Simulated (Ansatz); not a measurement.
# Two states of ZrMoSe₄

```xyz
6
Lattice="6.0970 0.0000 0.0000 0.0000 3.6672 0.0000 0.0000 0.0000 6.1969" Properties=species:S:1:pos:R:3 pbc="T T T"
Se    1.5242    0.0000    2.0450
Se    4.5727    0.0000    4.1519
Mo    0.0000    0.0000    0.0000
Se    1.5242    1.8336    5.1434
Se    4.5727    1.8336    1.0535
Zr    0.0000    1.8336    3.0985
```

Single point in Ansatz 0.2.0 with PBE, with U_eff = 2.5 eV on Mo d (all-electron-ortho-atomic projectors). Cutoff 420 eV, PAW datasets, 3×5×3 (shifted by 0, 0, 0.5 steps) k mesh, fermi-dirac filling (width 0.1 eV).

State A: Mo3 up (collinear spin). State B: no moments (no spin polarisation).

Question: Which state is lower, and how do they differ?

Answer: State A is lower by 111.8 meV an atom at zero smearing; in free energy at this smearing B lies +107.7 meV an atom from A.

```tsv
state	free energy (meV/atom)	largest moment in a small sphere (μB)	net moment (μB/cell)	gap on mesh (eV)	pressure (GPa)	largest force (eV/Å)
A	0.0	1.78	2.06	metal	8.0	1.33
B	107.7	0.00	0.00	metal	4.6	1.56
```

Origin: a known structure type with other elements, at an estimated volume, so it need not be a known compound. Caveats: the k mesh is coarse if the cell is a metal; atoms or cell far from equilibrium.
